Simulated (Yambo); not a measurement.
Yambo run on a free-standing SnS₂ monolayer (symmetry P-3m1, slab cell 15.9 Å high). The wavefunctions are PBE (stringent potentials; pw.x of Quantum ESPRESSO, ONCV potentials, no spin-orbit coupling) ones on a 6×6×1 mesh (17 occupied bands); a = b = 3.665 Å, c = 15.900 Å, α = β = 90.00°, γ = 120.00°.

Yambo input:

```
rim_cut
gw0
dyson
el_el_corr
HF_and_locXC
ppa
em1d
rim_w
RandQpts= 1000000
RandGvec= 2 Ry
CUTGeo= "slab z"
EXXRLvcs= 102 Ry
VXCRLvcs= 408 Ry
Chimod= "HARTREE"
% BndsRnXp
 5 | 125 |
%
NGsBlkXp= 6 Ry
% LongDrXp
 1.0 | 1.0 | 0.0 |
%
RandGvecW= 1000 mRy
PPAPntXp= 27.2114 eV
% GbndRnge
 1 | 125 |
%
GTermKind= "none"
DysSolver= "n"
ExtendOut
% QPkrange
 2 | 2 | 17 | 17 |
 4 | 4 | 17 | 18 |
%
```

k points by index: 2 = (0, 0.167), 4 = M.

Table of the .qp output:

```
#    K-point    Band    Eo [eV]    E [eV]    E-Eo [eV]    Vxc [eV]    Vnlxc [eV]    Sc|Eo [eV]    Sc|E [eV]    dSc/dw|Eo [eV]    Re(Z)    Im(Z)
#
    2    17    0.000000    -0.547158    -0.547158    -13.56826    -16.04748    1.759306    1.932066    -8.588837    0.760082    -0.002421
    4    17    -0.258509    -0.853130    -0.594621    -13.39752    -16.04089    1.859967    2.048750    -8.636351    0.759075    -0.002425
    4    18    1.574189    2.547070    0.972881    -12.45060    -8.997954    -2.214860    -2.479762    -7.407964    0.786010    -0.002270
```
(The two width columns are left out.) Convergence of these settings isn't established.

Geometry relaxed with PBE+D3(BJ).
